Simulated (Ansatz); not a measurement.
AlN (wurtzite, P6_3mc), DFT-r²SCAN in the program Ansatz with PAW potentials. The conduction-band minimum lies at Γ, with 1 equivalent valley. Second derivatives d²E/dk² of the lowest band at one valley (eV·Å²), along Cartesian directions:

| direction | d²E/dk² |
|---|---|
| [100] | 24.67 |
| [010] | 24.67 |
| [001] | 25.68 |
| [110] | 24.67 |
| [101] | 25.17 |
| [011] | 25.17 |

Problem. Find the principal effective masses, the density-of-states mass and the conductivity mass.

Solution. Off-diagonal terms follow from H_xy = H[110] − (H_xx + H_yy)/2, and m*/mₑ = 7.620 eV·Å² over each eigenvalue: 0.30, 0.31, 0.31. One valley's DOS mass (m₁m₂m₃)^(1/3) = 0.30, conductivity mass 3/(Σ 1/mᵢ) = 0.30 mₑ.

Problem. What effective density of states Nc follows at 300 K for parabolic valleys?

Solution. Nc = 2.509e19 × 1 × (0.30)^(3/2) ≈ 4.1e18 cm⁻³.

Problem. With the computed static dielectric constant 8.17 (mean of the diagonal), estimate a hydrogenic donor's binding energy and radius.

Solution. E = 13.606 eV × 0.30/8.17² ≈ 61 meV; a = 0.529 Å × ε/m* ≈ 14 Å. Semilocal masses tend to be too small where the gap is.

The r²SCAN relaxation kept the symmetry of its start; phonons on a q-mesh show no instability.

Potentials: the earlier of the program's two PAW sets.
